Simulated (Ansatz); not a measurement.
**How far is PAW off for Gd?**

```
Gd
1.0
     3.64850    0.00000    0.00000
    -1.82425    3.15970    0.00000
     0.00000    0.00000    5.83659
Gd
2
Direct
  0.33333 0.66667 0.25000
  0.66667 0.33333 0.75000
```

Atom numbers follow the list: Gd1, Gd2.

The cell was built from the hcp type and relaxed in the same program, and has space group P6_3/mmc; it needn't be a known or the stable phase.

Where the f shell is localised, expect the real compound to differ from this run without U.

Levels of theory: DFT, PBE, PAW with Ansatz's default frozen-core files, fully relativistic files with spin-orbit coupling (Ansatz 0.2.0); DFT, PBE, all-electron LAPW, Dirac equation with spin-orbit coupling (Ansatz 0.2.0).

For PAW: a Γ-centred 14×14×8 k mesh, Fermi–Dirac smearing of 0.05 eV, cutoff 420 eV, spin-polarised from start moments Gd1 7, Gd2 7 μB, magnetisation along z, ending with a spin moment of 15.23 μB in the cell. LAPW targets a basis error of 1 meV/atom. The Ansatz runs share mesh, smearing and spin set-up. Plane-wave (PAW) pressures include the program's estimate of the Pulay term.

Stress and pressure are positive in compression.

Levels count from the Fermi level.

```
                      quantity     PAW    LAPW
                pressure (GPa)   -0.03   -0.03
       moment of the cell (μB)  15.230  15.229
highest filled level at L (eV)  -0.479  -0.476
  lowest empty level at L (eV)   0.235   0.235
highest filled level at K (eV)  -0.520  -0.519
  lowest empty level at K (eV)   0.109   0.107
highest filled level at Γ (eV)  -1.373  -1.376
  lowest empty level at Γ (eV)   0.234   0.233
```

PAW's pressure differs from the LAPW value by about 0.01 GPa or less.
